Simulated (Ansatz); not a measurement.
Input:

MgTe:
```yaml
crystal:
  lattice:
    - [4.60877, 0.00000, 0.00000]
    - [-2.30439, 3.99132, 0.00000]
    - [0.00000, 0.00000, 7.49918]
  atoms:
    - { symbol: Mg, position: [0.66667, 0.33333, 0.00084] }
    - { symbol: Mg, position: [0.33333, 0.66667, 0.50084] }
    - { symbol: Te, position: [0.66667, 0.33333, 0.62436] }
    - { symbol: Te, position: [0.33333, 0.66667, 0.12436] }
```

This is the PBE-relaxed structure. x, y and z are the axes in which the lattice vectors are written.

Task: All from DFT-PBE in the program Ansatz with PAW potentials, unless another level is named. Give the bulk modulus (Birch–Murnaghan fit).

Result: 33.9 GPa.

Task: Give the elastic constants (relaxed ions, GPa).

Result: C11 = 51.2, C12 = 27.6, C13 = 23.0, C33 = 55.4, C44 = 10.6.

Task: Give the piezoelectric stress constants (proper, relaxed ions, C/m²).

Result: e15 = e24 = 0.07, e31 = e32 = 0.09, e33 = -0.19.

Space group P6_3mc (wurtzite). The PBE relaxation kept the symmetry of its start; of distortions, only those at the zone centre were tested. Scalar-relativistic: spin–orbit coupling is off unless named, which matters more the heavier the elements.

Potentials: the later of the program's two PAW sets.
